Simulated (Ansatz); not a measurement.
**Elastic constants of Ni₃O₂: input and output**

These are results of DFT PBE, scalar-relativistic, plane waves, PAW (Ansatz), not measurements.

Launched with:
```bash
ansatz run input.yaml --threads 2 --pin off --max-ram 7168MiB --backend cpu --events-out ev --progress --plain --runs-dir out
```

Input (bare energies are in eV):
```yaml
crystal:
  lattice:
    - [2.9115276608, 1.6809712787, 1.9737397113]
    - [-2.9115276608, 1.6809712787, 1.9737397113]
    - [0.0, -3.3619425574, 1.9737397113]
  atoms:
    - { symbol: Ni, position: [0.5, 7.276e-07, 0.9999992724] }
    - { symbol: Ni, position: [0.9999992724, 0.5, 7.276e-07] }
    - { symbol: Ni, position: [7.276e-07, 0.9999992724, 0.5] }
    - { symbol: O, position: [0.2696490992, 0.2696490992, 0.2696490992] }
    - { symbol: O, position: [0.7303509008, 0.7303509008, 0.7303509008] }
basis:
  ecutwfc: 420
kpoints:
  mp_grid: { grid: [12, 12, 12] }
hamiltonian:
  xc: pbe
scf:
  occupations: { method: fermi_dirac, width: 0.15 }
output:
  forces: true
  stress: true
  eigenvalues: true
elastic:
  mode: relaxed_ion
  amplitude: 0.005
  stencil: two_point
```

From the output:
```
--- Elastic constants: 3 strain directions × 2 members + reference (group order 12) ---
  dense FFT box of the reference and of every strained cell: 27×27×27
  strains applied: 11, 33, 23; error gains: componentwise 1.00 (the most a stress slope's error grows in a printed constant), spectral 1.41 (1 for all six strains in a standard setting)
  reference relaxed by the batch: 3 steps; max|allowed force component| 4.01e-4 eV/Å at the deck's positions, 3.68e-8 at the last accepted step, 7.20e-8 by the solve of record
  largest displacement 5.2e-5 Å; the constants are those of the deck's cell at these positions:
  atoms:
    - { symbol: Ni, position: [0.4999999999999999, -1.1102230246251565e-16, 0.9999999999999998] }
    - { symbol: Ni, position: [0.9999999999999999, 0.4999999999999999, -5.551115123125783e-17] }
    - { symbol: Ni, position: [-1.1102230246251565e-16, 0.9999999999999999, 0.4999999999999999] }
    - { symbol: O, position: [0.2696402548601418, 0.2696402548601418, 0.2696402548601418] }
    - { symbol: O, position: [0.730359745139858, 0.730359745139858, 0.730359745139858] }
  C = ∂σ_k/∂η_j (tension-positive GPa; Voigt order 11 22 33 23 13 12):
       101.233     85.757     52.396     -6.089     -0.000      0.000
        85.757    101.233     52.396      6.089     -0.000      0.000
        52.402     52.402     99.399      0.000     -0.000      0.000
        -6.086      6.086      0.000     33.507      0.000     -0.000
         0.000      0.000      0.000      0.000     33.507     -6.086
         0.000      0.000      0.000      0.000     -6.089      7.738
  reference stress σ⁰ (GPa):     -0.004     -0.004      0.002     -0.000     -0.000      0.000
  C* (energy form; C + prestress term) asymmetry max|C*_kj − C*_jk| = 1.136e-2 GPa — a small one proves nothing (zero by symmetry where the batch's group is 432, −43m or m−3m); a large one is finite-difference/SCF noise where every solve ...
  moduli (Voigt/Reuss/Hill, GPa): K = 75.89/74.32/75.11   G = 22.37/12.32/17.34   E = 48.31   ν = 0.393
  mechanically stable: yes (min eigenvalue of sym C = 6.37 GPa)
  strain η (Voigt 11):  stress-route row diagonal C_11 = 101.23 GPa, energy-path curvature d²(F+E_count+ΔE)/dδ²/Ω₀ = 101.05 GPa
         δ    σ_11 (GPa) F (eV) n_scf n_hpsi n_pw
    -5.000e-3      -0.5071      -18651.4300071      10  334160   1153   relax 5 steps, max|allowed force component| 1.33e-6 eV/Å
     5.000e-3       0.5053      -18651.4300234      10  354284   1156   relax 4 steps, max|allowed force component| 1.12e-6 eV/Å
  strain η (Voigt 33):  stress-route row diagonal C_33 = 99.40 GPa, energy-path curvature d²(F+E_count+ΔE)/dδ²/Ω₀ = 99.17 GPa
         δ    σ_33 (GPa) F (eV) n_scf n_hpsi n_pw
    -5.000e-3      -0.5070      -18651.4300357       9  128812   1147   relax 3 steps, max|allowed force component| 5.71e-7 eV/Å
     5.000e-3       0.4870      -18651.4300605      10  135611   1159   relax 3 steps, max|allowed force component| 1.28e-6 eV/Å
  strain η (Voigt 23):  stress-route row diagonal C_44 = 33.51 GPa, energy-path curvature d²(F+E_count+ΔE)/dδ²/Ω₀ = 33.30 GPa
         δ    σ_23 (GPa) F (eV) n_scf n_hpsi n_pw
    -5.000e-3      -0.1685      -18651.4303338      10  341302   1153   relax 4 steps, max|allowed force component| 4.22e-5 eV/Å
     5.000e-3       0.1665      -18651.4303283      10  332945   1153   relax 3 steps, max|allowed force component| 3.01e-6 eV/Å
```

It took 4.1 min on 2 threads of AMD EPYC 9R45 96-Core Processor (Zen 5), on a shared host, peak memory 1.2 GiB.

The cell was built by swapping an element in a database structure (itself possibly hypothetical) and relaxing; it need not be the stable form of this composition. In a metal, frequencies and elastic constants depend on the k mesh and the smearing, soft modes and shear constants most. Spin polarisation was left out, and a magnetic state may lie lower. A semilocal functional can close a gap that the real compound has.

The least eigenvalue is 6.4 GPa; in a metal on this mesh the verdict on stability isn't firm within about 20 GPa or a tenth of the bulk modulus.